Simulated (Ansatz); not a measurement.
Geometry optimisation in Ansatz: input, command and trajectory.

```yaml
crystal:
  lattice:
    - [3.5336110931, 0.0, 0.0]
    - [0.0, 3.5336110931, 0.0]
    - [0.0, 0.0, 3.5336110931]
  atoms:
    - { symbol: Mn, position: [0.0, 0.5, 0.5], spin: 1.19 }
    - { symbol: Mn, position: [0.5, 0.0, 0.5], spin: 1.19 }
    - { symbol: Mn, position: [0.5, 0.5, 0.0], spin: 1.19 }
    - { symbol: H, position: [0.0, 0.0, 0.0] }
basis:
  ecutwfc: 420
kpoints:
  mp_grid: { grid: [6, 6, 6] }
hamiltonian:
  xc: pbe
scf:
  occupations: { method: gaussian, width: 0.1 }
  lower_state_search: "off"
output:
  forces: true
  stress: true
  eigenvalues: true
  populations: true
magnetization:
  spin_polarized: true
relax:
  adjacent_minimum: "off"
  f_tol: 0.04
  max_steps: 70
  cell: { stress_tol: 0.4 }
```

```bash
ansatz run input.yaml --threads 1 --pin off --max-ram 2560MiB --backend cpu --events-out ev --progress --plain --runs-dir out
```

Level of theory: Ansatz, DFT PBE, scalar-relativistic, plane waves, PAW.

Of 5 frames 5 are shown, positions in Å and forces in eV/Å; the SCF threshold varies from step to step. Steps run on the plane waves of an earlier cell, with a Pulay correction in the pressure. The basis is chosen afresh for the last frame, the zero of the energies, and at times for earlier ones too; energy and pressure step there, also at an unchanged geometry.

```xyz
4
Lattice="3.5336 0.0000 0.0000 0.0000 3.5336 0.0000 0.0000 0.0000 3.5336" Properties=species:S:1:pos:R:3:forces:R:3 pbc="T T T" step=1 free_energy_over_end_meV_per_atom=99.95 pressure_GPa=-19.68
Mn    0.0000    1.7668    1.7668    0.0000    0.0000    0.0000
Mn    1.7668    0.0000    1.7668    0.0000    0.0000    0.0000
Mn    1.7668    1.7668    0.0000    0.0000    0.0000    0.0000
H     0.0000    0.0000    0.0000    0.0000    0.0000    0.0000
4
Lattice="3.4182 0.0000 0.0000 0.0000 3.4182 0.0000 0.0000 0.0000 3.4182" Properties=species:S:1:pos:R:3:forces:R:3 pbc="T T T" step=2 free_energy_over_end_meV_per_atom=8.25 pressure_GPa=-7.07
Mn    0.0000    1.7091    1.7091    0.0000    0.0000    0.0000
Mn    1.7091    0.0000    1.7091    0.0000    0.0000    0.0000
Mn    1.7091    1.7091    0.0000    0.0000    0.0000    0.0000
H     0.0000    0.0000    0.0000    0.0000    0.0000    0.0000
4
Lattice="3.3598 0.0000 0.0000 0.0000 3.3598 0.0000 0.0000 0.0000 3.3598" Properties=species:S:1:pos:R:3:forces:R:3 pbc="T T T" step=3 free_energy_over_end_meV_per_atom=0.18 pressure_GPa=2.42
Mn    0.0000    1.6799    1.6799    0.0000    0.0000    0.0000
Mn    1.6799    0.0000    1.6799    0.0000    0.0000    0.0000
Mn    1.6799    1.6799    0.0000    0.0000    0.0000    0.0000
H     0.0000    0.0000    0.0000    0.0000    0.0000    0.0000
4
Lattice="3.3743 0.0000 0.0000 0.0000 3.3743 0.0000 0.0000 0.0000 3.3743" Properties=species:S:1:pos:R:3:forces:R:3 pbc="T T T" step=4 free_energy_over_end_meV_per_atom=-0.66 pressure_GPa=-0.09
Mn    0.0000    1.6872    1.6872    0.0000    0.0000    0.0000
Mn    1.6872    0.0000    1.6872    0.0000    0.0000    0.0000
Mn    1.6872    1.6872    0.0000    0.0000    0.0000    0.0000
H     0.0000    0.0000    0.0000    0.0000    0.0000    0.0000
4
Lattice="3.3743 0.0000 0.0000 0.0000 3.3743 0.0000 0.0000 0.0000 3.3743" Properties=species:S:1:pos:R:3:forces:R:3 pbc="T T T" step=5 free_energy_over_end_meV_per_atom=0.00 pressure_GPa=-0.08
Mn    0.0000    1.6872    1.6872    0.0000    0.0000    0.0000
Mn    1.6872    0.0000    1.6872    0.0000    0.0000    0.0000
Mn    1.6872    1.6872    0.0000    0.0000    0.0000    0.0000
H     0.0000    0.0000    0.0000    0.0000    0.0000    0.0000
```

The start puts this composition into another compound's structure type, which needn't suit it. At the end the space group is Pm-3m (tolerance 0.05 Å).

It took 16 s on 1 thread of Arm Neoverse V2, with other jobs on the host, peak memory 0.32 GiB.

The k mesh is coarse. Only parallel moments were tried here.